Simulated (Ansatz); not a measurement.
AlNi:
```cif
data_AlNi
_chemical_formula_sum 'Al1 Ni1'
_space_group_name_H-M_alt 'P 1'
_space_group_IT_number 1
_cell_length_a 2.86330
_cell_length_b 2.86330
_cell_length_c 2.86330
_cell_angle_alpha 90.000
_cell_angle_beta 90.000
_cell_angle_gamma 90.000
loop_
_space_group_symop_operation_xyz
  'x, y, z'
loop_
_atom_site_label
_atom_site_type_symbol
_atom_site_fract_x
_atom_site_fract_y
_atom_site_fract_z
_atom_site_occupancy
Al1 Al 0.00000 0.00000 0.00000 1
Ni1 Ni 0.50000 0.50000 0.50000 1
```

Relaxed with DFT-r²SCAN in the program Ansatz with PAW potentials. Indices refer to the conventional cell of Pm-3m, a = 2.8633 Å, b = 2.8633 Å, c = 2.8633 Å, α = 90.00°, β = 90.00°, γ = 90.00°.

Task: Simulate the powder diffraction pattern (neutron, λ = 1.5401 Å; lines above 1 %) up to 2θ = 90°.

Result: Simulated powder pattern, neutron, λ = 1.5401 Å (kinematic, ideal powder, no thermal factors, coherent scattering alone; the 30 strongest lines at most, above 1 %, up to 2θ = 90°):

| 2θ (°) | d (Å) | I/Imax (%) | hkl |
|---|---|---|---|
| 31.20 | 2.863 | 24 | (100) |
| 44.71 | 2.025 | 100 | (110) |
| 55.53 | 1.653 | 12 | (111) |
| 65.08 | 1.432 | 27 | (200) |
| 73.94 | 1.281 | 23 | (210) |
| 82.41 | 1.169 | 82 | (211) |

The cell was relaxed with r²SCAN under the symmetry of its start. The workflow began spin-polarised and lost its moments.

Potentials: the later of the program's two PAW sets.
